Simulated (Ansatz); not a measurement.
Crystals of one structure type (bcc (W type)) and one family of elements, relaxed and computed with the program Ansatz at the LDA level (PAW).

```csv
crystal,V (Å³/atom),B₀ by P(V) fit (GPa)
Li,19.00,15.1
Na,33.29,?
K,64.24,4.5
Rb,77.46,3.6
```

Question: Fit a straight line to ln B₀ against ln V and predict the withheld value.

Answer: Least squares on the 3 shown rows: ln B₀ = -1.01 × ln V + (5.690), with a scatter of 1 %. For Na this gives 8.6. The run itself gave 9.1, outside the scatter: the line misses something about this case.

All cells were relaxed under the symmetry of their starts (and spin orders); stability against distortions was not tested throughout. Scalar-relativistic: spin–orbit coupling is off unless named, which matters more the heavier the elements.

Potentials: the later of the program's two PAW sets.
